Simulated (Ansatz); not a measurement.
Re (hcp, Mg type)

```xyz
2
Lattice="2.7577 0.0000 0.0000 -1.3789 2.3882 0.0000 0.0000 0.0000 4.4625" Properties=species:S:1:pos:R:3 pbc="T T T"
Re     0.0000     1.5922     3.3469
Re     1.3789     0.7961     1.1156
```

The slice is a (0001) plane (indices of the conventional cell) through the point (0.667, 0.333, 0.250) (fractional), spanned by u = [110] and v = [1 -1 0] in vectors of this cell: u (2.76 Å) and v (4.78 Å, at 90° to u). It covers one period; positions are fractions (u, v).

These are r2SCAN (plane waves to 500 eV, PAW, scalar-relativistic; Ansatz, a program for electronic structure) values and carry that method's errors. k mesh 19×19×11. Near the nuclei the fields are pseudised (PAW); where an atom keeps semicore shells as valence, they peak there. Re is run without spin polarisation. Re was relaxed with its symmetry unable to fall. Spin-orbit coupling is left out, though Re is heavy. The PAW data are Ansatz's earlier set.

Three fields on this plane, each scaled to ten steps between its own extremes (0 low, 9 high; the total valence density on a logarithmic scale, the potential cut 8 eV below its top; x marks points blanked near nuclei; v = 0 in the bottom row):

Map A
```
|xxxxx525xxxx|
|xxxx93139xxx|
|xxxx51015xxx|
|xx952101259x|
|333333433333|
|00259xxx9520|
|004xxxxxxx40|
|129xxxxxxx92|
|24xxxxxxxxx4|
|36xxxxxxxxx6|
|25xxxxxxxxx5|
|139xxxxxxx93|
|015xxxxxxx51|
|01259xxx9521|
|433333333333|
|xx952000259x|
|xxxx40004xxx|
|xxxx92129xxx|
|xxxxx424xxxx|
|xxxxx636xxxx|
```

Map B
```
|xxxxx262xxxx|
|xxxx14841xxx|
|xxxx27972xxx|
|xx126898621x|
|013553335531|
|44321xxx1234|
|530xxxxxxx03|
|410xxxxxxx01|
|41xxxxxxxxx1|
|52xxxxxxxxx2|
|62xxxxxxxxx2|
|841xxxxxxx14|
|972xxxxxxx27|
|98621xxx1268|
|335531013553|
|xx123444321x|
|xxxx03530xxx|
|xxxx01410xxx|
|xxxxx141xxxx|
|xxxxx252xxxx|
```

Map C
```
|xxxxx373xxxx|
|xxxx06860xxx|
|xxxx38983xxx|
|xx037898730x|
|455665456655|
|98630xxx0368|
|983xxxxxxx38|
|860xxxxxxx06|
|63xxxxxxxxx3|
|62xxxxxxxxx2|
|73xxxxxxxxx3|
|860xxxxxxx06|
|983xxxxxxx38|
|98730xxx0378|
|456655455665|
|xx036898630x|
|xxxx38983xxx|
|xxxx06860xxx|
|xxxxx363xxxx|
|xxxxx262xxxx|
```

Assign the maps to these fields: electron localisation function (ELF); valence electron density; electrostatic potential energy of an electron, from the cell's mean.

A is the valence electron density; B is the electron localisation function (ELF); C is the electrostatic potential energy of an electron, from the cell's mean.
